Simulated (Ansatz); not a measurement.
Cs: from a starting cell to a relaxed one

The start is a generated cell, Cs placed in the AFLOW prototype A_hR1_166_a (A10, as in Hg). A full variable-cell relaxation at zero pressure is run with PBEsol (plane waves to 420 eV, PAW, scalar-relativistic; Ansatz, an electronic-structure program). The first steps use a coarse 7×7×7 k-mesh.

The start:
```
CELL_PARAMETERS angstrom
      2.91920     1.68540     3.75075
     -2.91920     1.68540     3.75075
      0.00000    -3.37080     3.75075
ATOMIC_POSITIONS crystal
  Cs 0.00000 0.00000 0.00000
```

| Property | Result |
|---|---|
| Energy released | 0.04 eV/atom |
| Volume change | -1.7 %, from 110.72 to 108.81 Å³/atom |
| Band gap at the end | zero (metallic) |
| Optimiser moves | 8 |

Final structure:

Space group Fm-3m (No. 225); a = b = c = 7.5784 Å, α = β = γ = 90.00°

```
atom  site  symmetry       x       y       z
----  ----  --------  ------  ------  ------
Cs      4a      m-3m  0.0000  0.0000  0.0000
```
(The calculation used a cell of 1 atom; values per cell refer to that cell.)

Final values are on a 11×11×11 k-mesh of the relaxed cell. No spin polarisation in the result.

The run could not lose the symmetry of its start.

The relaxed structure has the type that Cs is known to take under pressure; here it was relaxed at zero pressure, from a generated start.
